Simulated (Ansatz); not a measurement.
Level of theory: DFT PBE, scalar-relativistic, plane waves, PAW in Ansatz. Settings: cutoff 420 eV, Γ-centred meshes spaced at most about 0.3 Å⁻¹, and about 0.25 Å⁻¹ or finer for metals (2π included), Gaussian smearing. Collinear spin in cells that started with moments and kept them past the coarse steps, no spin elsewhere.

Each of these unrelaxed guesses is relaxed in cell and atoms within its symmetry. A guess keeps its type if space group and coordination stay and the shape of the cell changes little (axis ratios within about 15 %, angles within 6°); the volume may change.

1. Cu2BO3 (collinear spin from parallel moments)

```cif
data_structure
_symmetry_space_group_name_H-M 'P-3m1'
_symmetry_Int_Tables_number 164
_cell_length_a 3.6008
_cell_length_b 3.6008
_cell_length_c 4.4101
_cell_angle_alpha 90.000
_cell_angle_beta 90.000
_cell_angle_gamma 120.000
_cell_volume 49.52
loop_
_atom_site_label
_atom_site_type_symbol
_atom_site_symmetry_multiplicity
_atom_site_Wyckoff_symbol
_atom_site_fract_x
_atom_site_fract_y
_atom_site_fract_z
_atom_site_occupancy
Cu1 Cu 2 d 0.66667 0.33333 0.33333 1
B1 B 1 a 0.00000 0.00000 0.00000 1
O1 O 2 d 0.66667 0.33333 0.83333 1
O2 O 1 b 0.00000 0.00000 0.50000 1
```

2. Be3Cd2S

```cif
data_structure
_symmetry_space_group_name_H-M 'P6/mmm'
_symmetry_Int_Tables_number 191
_cell_length_a 4.2862
_cell_length_b 4.2862
_cell_length_c 7.2105
_cell_angle_alpha 90.000
_cell_angle_beta 90.000
_cell_angle_gamma 120.000
_cell_volume 114.72
loop_
_atom_site_label
_atom_site_type_symbol
_atom_site_symmetry_multiplicity
_atom_site_Wyckoff_symbol
_atom_site_fract_x
_atom_site_fract_y
_atom_site_fract_z
_atom_site_occupancy
Be1 Be 2 e 0.00000 0.00000 0.76377 1
Be2 Be 1 b 0.00000 0.00000 0.50000 1
Cd1 Cd 2 d 0.33333 0.66667 0.50000 1
S1 S 1 a 0.00000 0.00000 0.00000 1
```

3. CrPdC4N4 (collinear spin from parallel moments)

```cif
data_structure
_symmetry_space_group_name_H-M 'P-43m'
_symmetry_Int_Tables_number 215
_cell_length_a 5.9329
_cell_length_b 5.9329
_cell_length_c 5.9329
_cell_angle_alpha 90.000
_cell_angle_beta 90.000
_cell_angle_gamma 90.000
_cell_volume 208.83
loop_
_atom_site_label
_atom_site_type_symbol
_atom_site_symmetry_multiplicity
_atom_site_Wyckoff_symbol
_atom_site_fract_x
_atom_site_fract_y
_atom_site_fract_z
_atom_site_occupancy
Cr1 Cr 1 b 0.50000 0.50000 0.50000 1
Pd1 Pd 1 a 0.00000 0.00000 0.00000 1
C1 C 4 e 0.18859 0.18859 0.18859 1
N1 N 4 e 0.30245 0.30245 0.30245 1
```

4. Al2BiBr

```cif
data_structure
_symmetry_space_group_name_H-M 'P-4m2'
_symmetry_Int_Tables_number 115
_cell_length_a 4.2700
_cell_length_b 4.2700
_cell_length_c 6.0298
_cell_angle_alpha 90.000
_cell_angle_beta 90.000
_cell_angle_gamma 90.000
_cell_volume 109.94
loop_
_atom_site_label
_atom_site_type_symbol
_atom_site_symmetry_multiplicity
_atom_site_Wyckoff_symbol
_atom_site_fract_x
_atom_site_fract_y
_atom_site_fract_z
_atom_site_occupancy
Al1 Al 2 g 0.50000 0.00000 0.73757 1
Bi1 Bi 1 d 0.00000 0.00000 0.50000 1
Br1 Br 1 b 0.50000 0.50000 0.00000 1
```

Question: Which guesses survive the relaxation?

Answer: Guesses 2, 3 and 4 keep their type.

| guess | kept | start group | end group | V start (Å³/atom) | V end | b/a and c/a, end over start | nearest neighbours start | nearest neighbours end |
| --- | --- | --- | --- | --- | --- | --- | --- | --- |
| 1 | no | P-3m1 | P-3m1 | 8.3 | 8.2 | 1.00, 2.62 | B 8, Cu 8, O 8 | B 6, Cu 3, O 3/6 |
| 2 | yes | P6/mmm | P6/mmm | 19.1 | 24.6 | 1.00, 0.98 | Be 2, Cd 6, S 2 | Be 2, Cd 6, S 2 |
| 3 | yes | P-43m | P-43m | 20.9 | 19.6 | 1.00, 1.00 | C 1, Cr 4, N 1, Pd 4 | C 1, Cr 4, N 1, Pd 4 |
| 4 | yes | P-4m2 | P-4m2 | 27.5 | 36.3 | 1.00, 1.00 | Al 4, Bi 4, Br 4 | Al 4, Bi 4, Br 4 |

Neighbours count within 15 % of an atom's shortest distance; end groups are read at 0.02 Å (0.05 Å in metals).

These runs have no spin–orbit coupling, which can matter for Bi. In such compounds of Cu a zero gap at this level may well be an artefact, since no Hubbard U is applied. In Cu2BO3 P-3m1 an odd number of electrons in the primitive cell allows no gap without spin; a larger cell or a magnetic state could open one. The magnetic state reached may not be the lowest. Cells relaxed within their symmetry can be saddle points.

In counts of neighbours, a slash parts the counts of unlike sites.
